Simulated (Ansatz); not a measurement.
YN:
```cif
data_N2Y2
_chemical_formula_sum 'Y2 N2'
_space_group_name_H-M_alt 'P63/mmc'
_space_group_IT_number 194
_space_group_name_Hall '-P 6c 2c'
_cell_length_a 4.01835
_cell_length_b 4.01835
_cell_length_c 4.90464
_cell_angle_alpha 90.000
_cell_angle_beta 90.000
_cell_angle_gamma 120.000
loop_
_atom_site_label
_atom_site_type_symbol
_atom_site_symmetry_multiplicity
_atom_site_Wyckoff_symbol
_atom_site_fract_x
_atom_site_fract_y
_atom_site_fract_z
_atom_site_occupancy
Y1 Y 2 c 0.33333 0.66667 0.25000 1
N1 N 2 d 0.66667 0.33333 0.25000 1
```

Relaxed at zero pressure with plane-wave PAW r²SCAN (Ansatz code).

Problem. The volume is lowered by 9 % and shape and atoms relax at that volume. What pressure results, and how do the axes share the change?

Solution. 15.6 GPa; a -3.3 %, b -3.3 %, c -2.7 %; the energy rises by 70 meV/atom.

Problem. Give the new structure.

Solution. 
Space group P6₃/mmc (No. 194); a = 3.8870 Å, b = 3.8870 Å, c = 4.7700 Å, α = 90.00°, β = 90.00°, γ = 120.00°

| atom | site | symmetry | x | y | z |
|---|---|---|---|---|---|
| Y | 2c | -6m2 | 0.3333 | 0.6667 | 0.2500 |
| N | 2d | -6m2 | 0.6667 | 0.3333 | 0.2500 |

The phase is kept; no other phase was compared at this pressure.

Space group P6_3/mmc. A made-up cell: these elements were put on the sites of a structure type; the Crystallography Open Database copy checked does not list it. COD files the formula under space group No. 225, so this cell is another polymorph or a model. Whether it is the stable phase at ambient conditions was not checked. The r²SCAN relaxation kept the symmetry of its start; its stability against distortions is not shown here. No spin polarisation was allowed.

Potentials: the later of the program's two PAW sets.
